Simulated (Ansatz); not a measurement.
C in space group I4_132 (No. 214; C on 8a) at seven volumes, the program Ansatz at the PBEsol level (PAW), scaled uniformly. One row is withheld.

```tsv
V (Å³/atom)	P (GPa)
7.866	29.43
8.125	18.23
8.384	8.49
8.644	0.02
8.903	?
9.162	-13.78
9.422	-19.37
```

**Question.** Fit the shown pressures and predict the withheld one.

**Answer.** P = (3/2)B₀(x^(7/2) − x^(5/2))[1 + (3/4)(B′ − 4)(x − 1)] with x = (V₀/V)^(2/3). Least squares on the six rows gives V₀ = 8.644 Å³/atom, B₀ = 263 GPa, B′ = 3.63. At V = 8.903, x = 0.9805 and P = -7.36 GPa. The run itself gave -7.36 GPa.

The start of the workflow was typed in or built on a structure type; neither database checked (COD, Materials Project) lists it. It is not the phase usual at ambient conditions (space group No. 194, 227). The PBEsol relaxation kept the symmetry of its start. At this level the phase is mechanically unstable.

Potentials: the later of the program's two PAW sets.
